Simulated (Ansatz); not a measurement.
Input:

CrN:
```yaml
crystal:
  lattice:
    - [1.49257, 0.86174, 4.62724]
    - [-1.49257, 0.86174, 4.62724]
    - [0.00000, -1.72347, 4.62724]
  atoms:
    - { symbol: Cr, position: [0.00000, 0.00000, 0.00000], spin: 2.7 }
    - { symbol: N, position: [0.75000, 0.75000, 0.75000] }
    - { symbol: Cr, position: [0.50000, 0.50000, 0.50000], spin: -2.7 }
    - { symbol: N, position: [0.25000, 0.25000, 0.25000] }
```

This is the r²SCAN-relaxed structure. Tensor components refer to the Cartesian frame of this cell.

Problem. All from DFT-r²SCAN in the program Ansatz with PAW potentials, unless another level is named. Give the hole effective mass.

Solution. 0.29, 0.51, 1.2 mₑ (principal values).

Problem. Predict the band gap.

Solution. 0.30 eV (indirect).

Problem. What about the weight of the conduction-edge state by species (Voronoi cells)?

Solution. Cr 88 %, N 12 %.

Problem. Predict the valence-band maximum.

Solution. off the standard path, at k = (0.266, 0.266, -0.487).

Problem. Next, the conduction-band minimum?

Solution. at Γ.

Space group R-3m. The cell is a constructed one: a structure type filled with these elements; the Crystallography Open Database copy checked does not list it. COD files the formula under space group No. 225, so this cell is another polymorph or a model. Its standing as an ambient phase is unchecked. Symmetry was held in the r²SCAN relaxation, as lowered by the spin order; its stability against distortions is not shown here. Magnetic state: antiferromagnetic, chosen from 3 collinear starts compared on coarse meshes (ties went to the first, and starts can fall back to one state), not a proven ground state. Other orbital occupations within this spin state were not tried. No Hubbard U is applied. Point labels and valley counts follow the cell and symmetry of the run, lower than the named group.

Potentials: the earlier of the program's two PAW sets.
